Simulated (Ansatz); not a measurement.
# MgInGaO₄: computed property card

MgInGaO$_{4}$:
```
MgInGaO4
1.0
    1.67200     0.96533     8.43274
   -1.67200     0.96533     8.43274
    0.00000    -1.93066     8.43274
In Ga Mg O
1 1 1 4
Direct
  0.99797   0.99797   0.99797
  0.21237   0.21237   0.21237
  0.78447   0.78447   0.78447
  0.13509   0.13509   0.13509
  0.87603   0.87603   0.87603
  0.28858   0.28858   0.28858
  0.70548   0.70548   0.70548
```

Space group R3m (No. 160); conventional cell a = 3.3440 Å, b = 3.3440 Å, c = 25.2982 Å, α = 90.00°, β = 90.00°, γ = 120.00°.

Method: plane-wave PAW PBEsol (Ansatz code). Geometry: relaxed at this level of theory. Other levels are named where they apply.

Cell and energy:

| Property | Value |
|---|---|
| Volume per atom | 11.67 Å³ |
| Density | 5.55 g/cm³ |
| Formation energy from the elements (no fitted shifts) | -2.03 eV/atom |

Electronic structure:

| Property | Value |
|---|---|
| Band gap | 2.07 eV (indirect) |
| Valence-band maximum | on the Γ–S0 line, 36 % of the way from Γ (k = -0.125, -0.005, 0.120 in fractions of the reciprocal vectors) |
| Conduction-band minimum | at Γ |
| Smallest direct gap on the standard path | 2.21 eV |
| Electron effective mass | 0.24 mₑ (isotropic) |
| Hole effective mass | 1.3, 4.1, 15 mₑ (principal values) |

Mechanics:

| Quantity | Result |
|---|---|
| Elastic constants (relaxed ions, GPa) | C11 = 242, C12 = 133, C13 = 111, C14 = -10.2, C33 = 238, C44 = 67.2 |
| Mechanical stability | stable (all eigenvalues of C positive) |
| Hill bulk and shear moduli | 159 and 61.0 GPa |
| Young's modulus | 162 GPa |
| Poisson's ratio | 0.33 |
| Debye temperature from the elastic constants | 488 K |
| Piezoelectric stress constants (proper, relaxed ions, C/m²) | e15 = e24 = 0.19, e16 = e21 = -0.22, e22 = 0.22, e31 = e32 = 0.24, e33 = -0.83 |

Dielectric response:

| Item | Value |
|---|---|
| Electronic dielectric constant ε∞ (DFPT) | 4.15 (xx = yy), 3.93 (zz) |
| Static dielectric constant ε0 (ions relaxed, cell fixed) | 9.40 (xx = yy), 11.3 (zz) |
| Born charges (a third of the trace) | In +3.18, Ga +2.92, Mg +1.99, O -2.10 to -1.91 e |

Phonons:

| Quantity | Result |
|---|---|
| Highest zone-centre frequency (without LO–TO term) | 645 cm^-1 |
| Zone-centre stability | no imaginary mode at Γ |

The cell is a constructed one: a structure type filled with these elements; neither database checked (COD, Materials Project) lists it. Its standing as an ambient phase is unchecked. Symmetry was held in the PBEsol relaxation. Signs of piezoelectric constants follow the polarity of the cell as given. The references are the lowest solids computed at this level, not always the standard phases (solids in place of the gases). Spin–orbit coupling is left out wherever it is not named.

Potentials: the earlier of the program's two PAW sets. The files were generated under PBE; for other functionals the program regenerates the frozen cores, and for LDA and PBEsol the local potential too.
